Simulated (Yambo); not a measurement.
G0W0@LDA for Ba₂SrWO₆ (space group R-3, No. 148) in Yambo. Reference settings: 2×2×2 Γ-centred k mesh, bands 2 to 317 and a 8 Ry block in the screening, 317 bands in G with the Bruneval-Gonze terminator, plasmon pole fitted at 27.2 eV. The LDA gap F → F on this mesh is 2.79 eV; G0W0 gaps are taken between the same points.

The settings were changed. The gap went from 4.54 eV to 4.55 eV, and the shift of the valence edge from -0.53 eV to -0.47 eV.

Question: Which change was made?
A) 81 bands in W, 81 bands in G, 3 Ry block
B) 81 bands in W, 81 bands in G, 2 Ry block
C) 5 Ry block
D) 81 bands in W, 81 bands in G, 5 Ry block

Answer: C, 5 Ry block. The others gave (gap, valence shift): 81 bands in W, 81 bands in G, 2 Ry block: 5.26, -0.52 eV; 81 bands in W, 81 bands in G, 3 Ry block: 5.03, -0.33 eV; 81 bands in W, 81 bands in G, 5 Ry block: 4.93, -0.24 eV.

Spin-orbit coupling is not included.

Geometry of the Materials Project entry, not relaxed at this level; primitive cell a = 6.129 Å, b = 6.129 Å, c = 6.129 Å, α = 60.96°, β = 60.96°, γ = 60.96°.

The structure is a Materials Project entry; no match was found in the copy of COD used, and its stability was not checked.

A shift is the quasiparticle energy of the state minus its LDA energy.
